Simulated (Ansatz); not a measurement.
Input:

BeAu:
```cif
data_Au4Be4
_chemical_formula_sum 'Be4 Au4'
_space_group_name_H-M_alt 'P 1'
_space_group_IT_number 1
_cell_length_a 4.65889
_cell_length_b 4.65889
_cell_length_c 4.65889
_cell_angle_alpha 90.000
_cell_angle_beta 90.000
_cell_angle_gamma 90.000
loop_
_space_group_symop_operation_xyz
  'x, y, z'
loop_
_atom_site_label
_atom_site_type_symbol
_atom_site_fract_x
_atom_site_fract_y
_atom_site_fract_z
_atom_site_occupancy
Be1 Be 0.15431 0.34569 0.65431 1
Be2 Be 0.34569 0.65431 0.15431 1
Be3 Be 0.65431 0.15431 0.34569 1
Be4 Be 0.84569 0.84569 0.84569 1
Au1 Au 0.84705 0.65295 0.34705 1
Au2 Au 0.65295 0.34705 0.84705 1
Au3 Au 0.34705 0.84705 0.65295 1
Au4 Au 0.15295 0.15295 0.15295 1
```

This is the PBEsol-relaxed structure.

Task: All from PBEsol (plane waves, PAW; program Ansatz), unless another level is named. Predict the density of states at the Fermi level.

Result: 0.25 states/eV per atom (mean over ±0.08 eV).

Task: What about the formation energy from the elements (no fitted shifts)?

Result: -0.20 eV/atom.

Space group P2_13. The first step of the workflow began from a Materials Project structure, measured or hypothetical; the Crystallography Open Database files this formula in space group No. 198, but the cells were not matched. Whether it is the stable phase at ambient conditions was not checked. The cell was relaxed with PBEsol under the symmetry of its start; its stability against distortions is not shown here. The references are the lowest solids computed at this level, not always the standard phases. Scalar-relativistic: spin–orbit coupling is off unless named, which matters more the heavier the elements.

Potentials: the later of the program's two PAW sets.
